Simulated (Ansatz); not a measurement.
GeW in space group P-6m2 (No. 187; W on 1a, Ge on 1f) under volume change, PBE (plane waves, PAW; program Ansatz), shape and atoms relaxed at each volume.

```
V (Å³/atom)  E − E(relaxed) (meV/atom)     P (GPa)
-----------  -------------------------  ----------
14.673                      (withheld)  (withheld)
15.157                            38.6       13.49
15.641                             9.1        6.22
16.124                             0.0       -0.01
16.608                      (withheld)  (withheld)
17.092                            30.9       -9.65
17.576                            65.8      -13.43
```

**Question.** What belongs in the gaps?

**Answer.** 
- 14.673, E − E(relaxed) (meV/atom): 91.6
- 14.673, P (GPa): 21.76
- 16.608, E − E(relaxed) (meV/atom): 8.2
- 16.608, P (GPa): -5.25

**Question.** What does a third-order Birch–Murnaghan fit give for V₀, B₀ and B′?

**Answer.** V₀ = 16.13 Å³/atom, B₀ = 188 GPa, B′ = 4.3.

A made-up cell: these elements were put on the sites of a structure type; neither database checked (COD, Materials Project) lists it. Its standing as an ambient phase is unchecked. The PBE relaxation kept the symmetry of its start; whether a distortion lowers the energy is not shown. No spin polarisation was allowed. Spin–orbit coupling is left out wherever it is not named.

Potentials: the later of the program's two PAW sets.
